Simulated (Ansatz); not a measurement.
Sr2BBrN2:
```yaml
crystal:
  lattice:
    - [2.06039, 1.18956, 8.86394]
    - [-2.06039, 1.18956, 8.86394]
    - [0.00000, -2.37913, 8.86394]
  atoms:
    - { symbol: Sr, position: [0.24800, 0.24800, 0.24800] }
    - { symbol: Sr, position: [0.75200, 0.75200, 0.75200] }
    - { symbol: B, position: [0.50000, 0.50000, 0.50000] }
    - { symbol: Br, position: [0.00000, 0.00000, 0.00000] }
    - { symbol: N, position: [0.44955, 0.44955, 0.44955] }
    - { symbol: N, position: [0.55045, 0.55045, 0.55045] }
```

Relaxed with r²SCAN. 

### Question
HSE06 on this cell (Ansatz, a program for electronic structure, PAW) gives a gap of 3.54 eV. What does r²SCAN give?

### Answer
2.84 eV.

Cost on shared cores: the r²SCAN run (SCF on a 8×8×8 mesh, then bands and DOS) roughly 2.1 core-minutes, the HSE06 run (SCF on 5×5×5, then a few points) roughly 3 core-minutes; the tasks are unlike.

Space group R-3m. The workflow started from a Materials Project entry (that database holds measured and hypothetical structures alike); the Crystallography Open Database copy checked does not list it. Whether it is the stable phase at ambient conditions was not checked. Symmetry was held in the r²SCAN relaxation; its stability against distortions is not shown here. Spin–orbit coupling is left out wherever it is not named.

Potentials: the later of the program's two PAW sets.

Ansatz is a plane-wave DFT program.
